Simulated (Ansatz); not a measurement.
# Si, first-principles data

Si:
Space group Pm-3m (No. 221); a = b = c = 2.523 Å, α = β = γ = 90.00°

```csv
atom,site,symmetry,x,y,z
Si,1a,m-3m,0.0000,0.0000,0.0000
```

Space group Pm-3m (No. 221), simple cubic; conventional cell a = b = c = 2.523 Å, α = β = γ = 90.00°.

Method: the program Ansatz at the r²SCAN level (PAW). The cell and atoms are relaxed at this level. Other levels are named where they apply.

### Cell and energy

```
Quantity              Value
---------------  ----------
Volume per atom    16.07 Å³
Density          2.90 g/cm³
```

### Electronic structure

```
Quantity                                                                    Result
------------------------------------  --------------------------------------------
Electronic character                                             metallic (no gap)
Density of states at the Fermi level  0.39 states/eV per atom (mean over ±0.08 eV)
```

### Mechanics

```
Item                                                                          Result
--------------------------------------------  --------------------------------------
Bulk modulus (Birch–Murnaghan fit)                                           104 GPa
Pressure derivative B′                                                           4.0
Elastic constants (relaxed ions, GPa)              C11 = 206, C12 = 55.4, C44 = 18.7
Mechanical stability                          stable (all eigenvalues of C positive)
Hill bulk and shear moduli                                          105 and 34.0 GPa
Young's modulus                                                             92.1 GPa
Poisson's ratio                                                                 0.35
Debye temperature from the elastic constants                                   454 K
```

A made-up cell: these elements were put on the sites of a structure type; neither database checked (COD, Materials Project) lists it. It is not the phase usual at ambient conditions (space group No. 227). Symmetry was held in the r²SCAN relaxation; its stability against distortions is not shown here. As this level gives no gap, shear constants depend on the k-mesh and smearing (Fermi–Dirac, 0.1 eV here).

Potentials: the later of the program's two PAW sets.
